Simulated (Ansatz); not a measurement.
AlCo (rock salt, Fm-3m) is relaxed with PBE (plane waves, PAW; program Ansatz). What lattice parameters of the conventional cell result?

a = 4.788 Å.

The start of the workflow was typed in or built on a structure type; neither database checked (COD, Materials Project) lists it. Whether it is the stable phase at ambient conditions was not checked. Symmetry was held in the PBE relaxation; whether a distortion lowers the energy is not shown. The workflow began spin-polarised and lost its moments. Its formation energy is positive at this level, so the cell may be metastable or incomplete.

Potentials: the later of the program's two PAW sets.
